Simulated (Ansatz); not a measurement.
**Energy against volume for ZnO (wurtzite)**

ZnO (wurtzite)

```
ZnO
1.0
    3.23518     0.00000     0.00000
   -1.61759     2.80175     0.00000
    0.00000     0.00000     5.21141
Zn O
2 2
Cartesian
  1.61759   0.93392   0.01257
  0.00000   1.86783   2.61828
  1.61759   0.93392   3.24560
  0.00000   1.86783   0.63990
```

The volume is varied about the relaxed value V₀ at fixed cell shape. The atoms relax within the cell's symmetry.

The numbers are results of r2SCAN (plane waves to 500 eV, PAW, scalar-relativistic; Ansatz, a program for electronic structure), not measurements. k mesh 12×12×7 (Γ-centred), Fermi-Dirac smearing 0.05 eV. The energy includes the smearing's −TS. Compression counts positive. With the shape held, the modulus is that of even scaling; a crystal free to change shape is softer. ZnO was relaxed with its symmetry unable to fall. ΔE is measured from the relaxed starting cell.

| V/V₀ | ΔE (meV/atom) | P (GPa) |
|---|---|---|
| 0.840 | 193.4 | 38.4 |
| 0.867 | 127.0 | 29.4 |
| 0.893 | 77.0 | 21.7 |
| 0.920 | 41.1 | 15.0 |
| 0.947 | 17.4 | 9.3 |
| 0.973 | 4.1 | 4.3 |
| 1.000 | 0.0 | 0.0 |
| 1.027 | 3.8 | -3.7 |
| 1.053 | 14.3 | -7.0 |
| 1.080 | 30.8 | -9.8 |
| 1.107 | 52.4 | -12.2 |
| 1.133 | 78.4 | -14.3 |
| 1.160 | 108.3 | -16.1 |

Read from the data:

| Item | Result |
|---|---|
| Pressure at the smallest volume | 38.4 GPa |
| Energy cost of the largest compression | 193.4 meV/atom |
| Energy cost of the largest expansion | 108.3 meV/atom |
| Bulk modulus at fixed cell shape B₀ (third-order Birch-Murnaghan fit) | 150 GPa |
| Pressure derivative B₀′ (fit) | 4.4 |
| Equilibrium volume of the fit | 11.81 Å³/atom |
| Pressure for 5 % compression (fit) | 8.6 GPa |

The 13 points together took roughly 5 core-minutes.

(Under strain, the slope of the energy per volume gives the stress and its curvature an elastic modulus.)
